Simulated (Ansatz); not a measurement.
MgSe:
```
CELL_PARAMETERS angstrom
      0.00000     2.73611     2.73611
      2.73611     0.00000     2.73611
      2.73611     2.73611     0.00000
ATOMIC_POSITIONS crystal
  Se 0.00000 0.00000 0.00000
  Mg 0.50000 0.50000 0.50000
```

Relaxed with r²SCAN.

Task: Give the Bader charges and basin volumes of the independent atoms, plane-wave PAW r²SCAN (Ansatz code).

Result: 

```json
[
 {"atom": "Se1", "Bader charge (e)": "-1.69", "Bader volume (Å³)": "34.9"},
 {"atom": "Mg2", "Bader charge (e)": "+1.69", "Bader volume (Å³)": "6.1"}
]
```

Space group Fm-3m (rock salt). Symmetry was held in the r²SCAN relaxation.

Potentials: the later of the program's two PAW sets.
